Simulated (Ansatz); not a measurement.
Si$_{2}$Mo:
```
CELL_PARAMETERS angstrom
     -1.58708     1.58708     3.88865
      1.58708    -1.58708     3.88865
      1.58708     1.58708    -3.88865
ATOMIC_POSITIONS crystal
  Mo 0.00000 0.00000 0.00000
  Si 0.33522 0.33522 0.00000
  Si 0.66478 0.66478 0.00000
```

Relaxed with LDA.

Question: Decompose the optical modes at the zone centre into irreducible representations, and say which are infrared and Raman allowed.

Answer: Point group 4/mmm: Γ_opt = A1g + A2u + Eg + Eu. Infrared: A2u, Eu. Raman: A1g, Eg.

Question: Assign frequencies (DFPT, the program Ansatz at the LDA level (PAW)).

Answer: Eu 280, A2u 320, Eg 333, A1g 439 cm⁻¹.

Space group I4/mmm (MoSi2 or CaC2 type). Symmetry was held in the LDA relaxation; of distortions, only those at the zone centre were tested. No spin polarisation was allowed. As this level gives no gap, phonon frequencies hold no LO–TO term and depend on the k-mesh and smearing (Fermi–Dirac, 0.1 eV here).

Potentials: the later of the program's two PAW sets.
